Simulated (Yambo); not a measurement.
Absorption of Li2WS4 (space group I-42m, No. 121) with and without the electron-hole interaction (Yambo, PBEsol bands; 4×4×4 mesh, 12 valence and 11 conduction bands, static screening with 94 bands and a 3 Ry block, scissor 1.78 eV, Tamm-Dancoff; field along x). Axes are Cartesian, with cell vectors (Å) (-2.99, 2.99, 4.51), (2.99, -2.99, 4.51), (2.99, 2.99, -4.51).

```csv
E (eV),"Im ε, BSE","Im ε, independent quasiparticles"
2.01,0.12,0.11
2.11,0.13,0.12
2.21,0.14,0.13
2.31,0.16,0.14
2.41,0.18,0.15
2.51,0.21,0.16
2.61,0.25,0.17
2.71,0.31,0.19
2.81,0.43,0.21
2.91,0.62,0.23
3.01,0.78,0.26
3.11,0.85,0.29
3.21,1.15,0.33
3.31,1.88,0.39
3.41,2.64,0.47
3.52,2.43,0.58
3.62,1.83,0.77
3.72,1.67,1.06
3.82,1.74,1.36
3.92,1.93,1.87
4.02,2.11,2.84
4.12,2.37,3.79
4.22,2.58,4.50
4.32,2.87,5.61
4.42,3.31,6.52
4.52,3.80,7.27
4.62,3.59,7.86
4.72,3.05,6.84
4.82,3.05,5.47
4.92,2.93,4.90
5.02,2.71,4.60
5.12,2.69,4.78
5.22,2.66,5.46
5.32,2.65,5.79
5.42,2.63,6.05
5.52,2.85,6.11
5.62,3.06,6.03
5.72,3.16,6.31
5.83,3.58,6.55
5.93,3.98,6.43
6.03,4.12,5.83
6.13,4.32,5.50
6.23,4.36,5.35
6.33,4.33,5.49
6.43,4.04,5.78
6.53,3.73,5.82
6.63,3.71,5.33
6.73,4.04,5.00
6.83,4.25,4.97
6.93,4.36,4.84
7.03,4.69,5.01
7.13,4.87,5.35
7.23,5.17,4.94
7.33,5.23,4.66
7.43,5.86,4.62
7.53,6.66,4.35
7.63,7.93,4.16
7.73,9.19,4.03
7.83,10.7,3.85
7.93,11.4,3.86
8.03,11.2,3.84
8.14,10.2,3.88
8.24,9.27,4.04
8.34,8.61,4.06
8.44,7.28,4.10
8.54,6.31,4.39
8.64,4.98,4.49
8.74,4.21,4.51
8.84,3.55,4.34
8.94,3.24,4.25
```

The scissor comes from a G0W0 run whose convergence isn't established. Broadening 0.15 eV. The band window holds all transitions up to 10.6 eV. Fine structure above the onset can come from the mesh.

Spin-orbit coupling is left out, which matters for elements this heavy: edges can move by tenths of an eV.

Geometry relaxed with PBE+D3(BJ); primitive cell a = b = c = 6.1787 Å, α = β = 122.14°, γ = 86.33°.

The structure is a Materials Project entry; no match was found in the copy of COD used, and its stability was not checked.
